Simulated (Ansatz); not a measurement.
Ge started on a Sn site and an I vacancy, 6.88 Å apart on the ideal sites in cubic perovskite CsSnI3, 39 atoms, charge +1

All numbers come from Ansatz (PAW, plane waves, no spin–orbit coupling) at the single k point (¼, ¼, ¼) without its symmetry partners. The atoms were relaxed with PBEsol in a fixed cell; other functionals are single points on those atoms unless said otherwise. The valence top and gap of the host come from its small cell on a dense mesh, with the band extrema sought between the mesh points, lined up by the mean potential, PBEsol gap 0.15 eV, HSE06 gap 0.52 eV. The charge correction uses an assumed dielectric constant of 30.

Relaxed structure:

```yaml
crystal:
  lattice:
    - [12.31446, 0.00000, 0.00000]
    - [0.00000, 12.31446, 0.00000]
    - [0.00000, 0.00000, 12.31446]
  atoms:
    - { symbol: Cs, position: [0.98185, 0.01605, 0.00247] }
    - { symbol: Cs, position: [0.99978, 0.01745, 0.49933] }
    - { symbol: Cs, position: [0.99737, 0.48321, 0.99818] }
    - { symbol: Cs, position: [0.97827, 0.47323, 0.49150] }
    - { symbol: Cs, position: [0.52645, 0.03119, 0.00098] }
    - { symbol: Cs, position: [0.50531, 0.01379, 0.49854] }
    - { symbol: Cs, position: [0.51337, 0.47163, 0.00178] }
    - { symbol: Cs, position: [0.51540, 0.48597, 0.49809] }
    - { symbol: Ge, position: [0.25685, 0.26292, 0.24363] }
    - { symbol: Sn, position: [0.25280, 0.25390, 0.74504] }
    - { symbol: Sn, position: [0.25103, 0.75635, 0.27137] }
    - { symbol: Sn, position: [0.25253, 0.75065, 0.73181] }
    - { symbol: Sn, position: [0.75615, 0.25124, 0.25018] }
    - { symbol: Sn, position: [0.75297, 0.25121, 0.74893] }
    - { symbol: Sn, position: [0.75547, 0.75131, 0.24902] }
    - { symbol: Sn, position: [0.75512, 0.75094, 0.75106] }
    - { symbol: I, position: [0.25416, 0.23469, 0.01179] }
    - { symbol: I, position: [0.25245, 0.27072, 0.49878] }
    - { symbol: I, position: [0.18004, 0.72664, 0.50150] }
    - { symbol: I, position: [0.75506, 0.25439, 0.99990] }
    - { symbol: I, position: [0.74909, 0.24613, 0.49961] }
    - { symbol: I, position: [0.70281, 0.74921, 0.99995] }
    - { symbol: I, position: [0.79366, 0.75292, 0.49898] }
    - { symbol: I, position: [0.00520, 0.24817, 0.25164] }
    - { symbol: I, position: [0.00252, 0.25147, 0.75024] }
    - { symbol: I, position: [0.00053, 0.74914, 0.20433] }
    - { symbol: I, position: [0.00006, 0.75392, 0.79836] }
    - { symbol: I, position: [0.49344, 0.24875, 0.24975] }
    - { symbol: I, position: [0.50263, 0.25137, 0.75211] }
    - { symbol: I, position: [0.49557, 0.74814, 0.29568] }
    - { symbol: I, position: [0.49634, 0.74857, 0.69831] }
    - { symbol: I, position: [0.24862, 0.99576, 0.27169] }
    - { symbol: I, position: [0.25116, 0.00064, 0.73095] }
    - { symbol: I, position: [0.25082, 0.49003, 0.22723] }
    - { symbol: I, position: [0.25505, 0.50412, 0.77961] }
    - { symbol: I, position: [0.74889, 0.00105, 0.24582] }
    - { symbol: I, position: [0.74930, 0.00120, 0.75329] }
    - { symbol: I, position: [0.74881, 0.50014, 0.25178] }
    - { symbol: I, position: [0.75221, 0.50059, 0.74685] }
```

Chemical potentials μ are those of reference phases of the elements at zero temperature by the same functional (the usual solids, diamond for C, grey Sn, and the molecules H2, N2, O2, F2, Cl2, Br2 and S8).

```tsv
functional	E(defect) − E(host) − Σ nμ + q·E_VBM (eV)	monopole (eV)	alignment (eV)	formation energy at E_F = VBM (eV)	moment (μB)	wall time, shared host
PBEsol	2.69	0.06	-0.34	2.41	0 (no spin)	28 s on NVIDIA GB300 (relaxation)
HSE06	2.76	0.06	-0.33	2.49	0 (no spin)	41 s on NVIDIA GB300
```

(1) How does the monopole term follow by hand for this cubic cell?

All elements are taken at their own reference at once; growth conditions in equilibrium with the host shift these energies, by up to the host's formation enthalpy.

The ideal cubic host may itself distort, and that gain is in these energies.

One k point and a cell of this size can leave errors of several tenths of an eV in such numbers.

## Answers

(1) q²·α·e²/(4πε₀)/(2εL) with the Madelung constant α = 2.837 and e²/4πε₀ = 14.40 eV·Å: 1 × 2.837 × 14.40 / (2 × 30 × 12.314) = 0.06 eV.
